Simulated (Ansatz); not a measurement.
Data:

Fe:
```cif
data_Fe
_chemical_formula_sum 'Fe1'
_space_group_name_H-M_alt 'P 1'
_space_group_IT_number 1
_cell_length_a 2.45209
_cell_length_b 2.45209
_cell_length_c 2.45209
_cell_angle_alpha 109.471
_cell_angle_beta 109.471
_cell_angle_gamma 109.471
loop_
_space_group_symop_operation_xyz
  'x, y, z'
loop_
_atom_site_label
_atom_site_type_symbol
_atom_site_fract_x
_atom_site_fract_y
_atom_site_fract_z
_atom_site_occupancy
Fe1 Fe 0.00000 0.00000 0.00000 1
```
Starting moments (μB, in the order of the atoms Fe): 2.2.

This is the PBE-relaxed structure.

### Question
All from PBE in the plane-wave PAW code Ansatz, unless another level is named. Predict the Debye temperature from the elastic constants.

### Answer
488 K.

### Question
Predict the elastic constants (relaxed ions, GPa).

### Answer
C11 = 277, C12 = 150, C44 = 111.

Space group Im-3m (bcc (W type)). Symmetry was held in the PBE relaxation. The final state is ferromagnetic, chosen from 3 collinear starts compared on coarse meshes (ties went to the first, and starts can fall back to one state), not a proven ground state. Textbook magnetic order: ferromagnetic. As this level gives no gap, shear constants depend on the k-mesh and smearing (Fermi–Dirac, 0.1 eV here).

Potentials: the earlier of the program's two PAW sets.
